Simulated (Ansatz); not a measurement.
# Kick test of a cell of B4N3

The cell was found from a proposed guess, not taken from experiment.

All numbers below come from DFT PBE, scalar-relativistic, plane waves, PAW in Ansatz 0.2.0. Cutoff 420 eV; k points 6×6×10 on the computed 7-atom cell (Γ-centred); Gaussian smearing, width 0.10 eV; no spin polarisation.

The cell below (7 atoms, space group P-6m2 (No. 187)) is relaxed within its symmetry.

```cif
data_structure
_symmetry_space_group_name_H-M 'P 1'
_symmetry_Int_Tables_number 1
_cell_length_a 4.8550
_cell_length_b 4.8550
_cell_length_c 3.2553
_cell_angle_alpha 90.000
_cell_angle_beta 90.000
_cell_angle_gamma 120.000
_cell_volume 66.45
loop_
_atom_site_label
_atom_site_type_symbol
_atom_site_fract_x
_atom_site_fract_y
_atom_site_fract_z
_atom_site_occupancy
B1 B 0.50931 0.01863 0.00000 1
B2 B 0.98137 0.49069 0.00000 1
B3 B 0.50931 0.49069 0.00000 1
B4 B 0.00000 0.00000 0.00000 1
N1 N 0.16621 0.83379 0.00000 1
N2 N 0.66758 0.83379 0.00000 1
N3 N 0.16621 0.33242 0.00000 1
```

For the test it was strained at random (σ = 1.5 % a component), the atoms were moved at random (σ = 0.10 Å), and all was relaxed again on a coarse 6×6×6 mesh (in the run’s order of axes) with 0.20 eV smearing, with no symmetry imposed.

Weakly bound directions are ill-defined at this level, which has no dispersion term. An odd number of electrons in the primitive cell allows no gap without spin; a larger cell or a magnetic state could open one.

Question: Is the structure stable against such a distortion?

Answer: It doesn't return. The energy falls by 32 meV/atom on that mesh, the volume changes by -10.3 %, and the end has space group C2 (No. 5) at a loose tolerance. Relaxed again on an 8×8×10 mesh with 0.10 eV smearing, the new structure lies 34 meV/atom below the first (mesh in the axes of the run's cell; the cell below is made exact in the group named). Space group C2 (No. 5), monoclinic, a = 4.932 Å, b = 8.408 Å, c = 3.331 Å, β = 120.4°. B on a site of symmetry 1 is surrounded by 2 N at 1.45–1.49 Å; B on a site of symmetry 2 is surrounded by 2 N at 1.43 Å; around B on a second site of symmetry 2 lie 3 N at 1.42 Å; N on a site of symmetry 2 has 3 B at 1.42–1.45 Å; 1 more site not described.

```yaml
crystal:
  lattice:
    - [2.46585, -4.20385, 0.00000]
    - [2.46585, 4.20385, 0.00000]
    - [-1.68427, 0.00000, 2.87390]
  atoms:
    - { symbol: B, position: [0.05511, 0.54829, 0.67740] }
    - { symbol: B, position: [0.45171, 0.94489, 0.32260] }
    - { symbol: B, position: [0.49578, 0.50422, 0.50000] }
    - { symbol: B, position: [0.00067, 0.99933, 0.50000] }
    - { symbol: N, position: [0.83208, 0.16792, 0.50000] }
    - { symbol: N, position: [0.84484, 0.68024, 0.54243] }
    - { symbol: N, position: [0.31976, 0.15516, 0.45757] }
```
